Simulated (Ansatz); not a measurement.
Be, DFT, PBEsol, PAW with Ansatz's default frozen-core files, scalar-relativistic (Ansatz 0.2.0), run on 1 thread of Arm Neoverse V1 on a shared host.

Structure from Materials Project entry mp-20 (possibly hypothetical), not relaxed further. The listed cell was then made from it by scaling, straining or moving an atom.

Command: `ansatz run input.yaml --threads 1 --pin off --max-ram 3072MiB --backend cpu --events-out ev --progress --plain --runs-dir out`

```yaml
crystal:
  lattice:
    - [-1.2907145798, 1.2907145798, 1.2531209513]
    - [1.2907145798, -1.2907145798, 1.2531209513]
    - [1.2907145798, 1.2907145798, -1.2531209513]
  atoms:
    - { symbol: Be, position: [0.0, 0.0, 0.0] }
kpoints:
  mp_grid: { grid: [23, 23, 23] }
scf:
  occupations: { method: fermi_dirac, width: 0.03 }
hamiltonian:
  xc: pbesol
  pseudopotentials: { kind: paw }
output:
  forces: true
  stress: true
  eigenvalues: true
  efg: { contact_densities: true }
```

Question: How large is the problem that the program sets up?

Answer: 936 irreducible k-points, 169 plane waves at Γ, 5 bands.

Question: About how long does it take, and how much memory does it use?

Answer: 4.4 s of wall time for 6 SCF iterations, with a peak of 0.33 GiB. Times on shared machines scatter by tens of per cent.

Question: And the same cell and mesh by all-electron PAW (datasets made for this crystal), asked for forces, stress, eigenvalues, efg, on the same hardware?

Answer: 11 s, peak memory 0.33 GiB.
